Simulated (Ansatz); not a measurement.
Relaxed-ion elastic tensor of Ni3Ge (Cu3Au type, Pm-3m) in GPa (Voigt order), PBEsol in the plane-wave PAW code Ansatz; density 9.43 g/cm³, 10.95 Å³ per atom.

|  | 1 | 2 | 3 | 4 | 5 | 6 |
|---|---|---|---|---|---|---|
| 1 | 321 | 168 | 168 | 0.0 | 0.0 | 0.0 |
| 2 | 168 | 321 | 168 | 0.0 | 0.0 | 0.0 |
| 3 | 168 | 168 | 321 | 0.0 | 0.0 | 0.0 |
| 4 | 0.0 | 0.0 | 0.0 | 121 | 0.0 | 0.0 |
| 5 | 0.0 | 0.0 | 0.0 | 0.0 | 121 | 0.0 |
| 6 | 0.0 | 0.0 | 0.0 | 0.0 | 0.0 | 121 |

Question: Is the crystal mechanically stable?

Answer: Yes: the smallest eigenvalue of C is 121 GPa.

Question: Work out the Voigt, Reuss and Hill averages.

Answer: K_V = 219, K_R = 219, K_H = 219; G_V = 103, G_R = 98.2, G_H = 101 GPa.

Question: Give Young's modulus, Poisson's ratio, Pugh's ratio and the universal anisotropy index.

Answer: E = 9KG/(3K + G) = 262 GPa; ν = 0.30; K/G = 2.17 (ductile by the Pugh limit of 1.75); A_U = 5G_V/G_R + K_V/K_R − 6 = 0.26.

Question: Estimate the sound speeds and the Debye temperature.

Answer: v_l = √((K + 4G/3)/ρ) = 6120 m/s, v_t = √(G/ρ) = 3270 m/s, mean 3650 m/s; Θ = (h/k)(3n/4πV)^(1/3) v_m = 490 K.

Question: Give the Zener ratio and Young's modulus along [100], [110] and [111].

Answer: A = 2C44/(C11 − C12) = 1.59; 1/E = S11 − 2(S11 − S12 − S44/2)Γ with Γ = 0, 1/4, 1/3 gives 205, 273, 307 GPa.

The workflow started from a Materials Project entry (that database holds measured and hypothetical structures alike); the Crystallography Open Database copy checked does not list it. Its standing as an ambient phase is unchecked. The cell was relaxed with PBEsol under the symmetry of its start; of distortions, only those at the zone centre were tested. No spin polarisation was allowed. As this level gives no gap, shear constants depend on the k-mesh and smearing (Fermi–Dirac, 0.1 eV here).

Potentials: the later of the program's two PAW sets.
